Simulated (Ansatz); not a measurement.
## Property card for BaAlGeH

BaAlGeH:
```yaml
crystal:
  lattice:
    - [4.34597, 0.00000, 0.00000]
    - [-2.17299, 3.76372, 0.00000]
    - [0.00000, 0.00000, 5.26413]
  atoms:
    - { symbol: Ba, position: [0.33333, 0.66667, 0.10177] }
    - { symbol: Al, position: [0.00000, 0.00000, 0.64161] }
    - { symbol: Ge, position: [0.66667, 0.33333, 0.55408] }
    - { symbol: H, position: [0.00000, 0.00000, 0.96854] }
```

Space group P3m1 (No. 156); conventional cell a = b = 4.3460 Å, c = 5.2641 Å, α = β = 90.00°, γ = 120.00°.

Method: plane-wave PAW r²SCAN (Ansatz code). The cell and atoms are relaxed at this level. Other levels are named where they apply.

**Cell and energy**

```yaml
volume_per_atom: 21.53 Å³
density: 4.59 g/cm³
Formation energy from the elements (no fitted shifts): -0.64 eV/atom
```

**Electronic structure**

```yaml
band_gap: 1.02 eV (indirect)
valence_band_maximum: on the H–A line, 95 % of the way from H
conduction_band_minimum: at M (3 equivalent valleys)
smallest_direct_gap_on_the_standard_path: 1.47 eV
hole_effective_mass: 0.28, 0.95, 1.3 mₑ (principal values)
HSE06 gap on the r²SCAN cell: 1.21 eV
Gap with spin–orbit coupling: 0.96 eV
```

**Mechanics**

```yaml
Bulk modulus (Birch–Murnaghan fit): 48.8 GPa
Pressure derivative B′: 4.0
```

**Charges**

```yaml
bader_charges: Ba +1.30, Al +1.75, Ge -2.22, H -0.82 e
```

The first step of the workflow began from a Materials Project structure, measured or hypothetical; the Crystallography Open Database files this formula in space group No. 156, but the cells were not matched. Its standing as an ambient phase is unchecked. The cell was relaxed with r²SCAN under the symmetry of its start; whether a distortion lowers the energy is not shown. The references are the lowest solids computed at this level, not always the standard phases (solids in place of the gases). Scalar-relativistic: spin–orbit coupling is off unless named, which matters more the heavier the elements.

Potentials: the later of the program's two PAW sets.
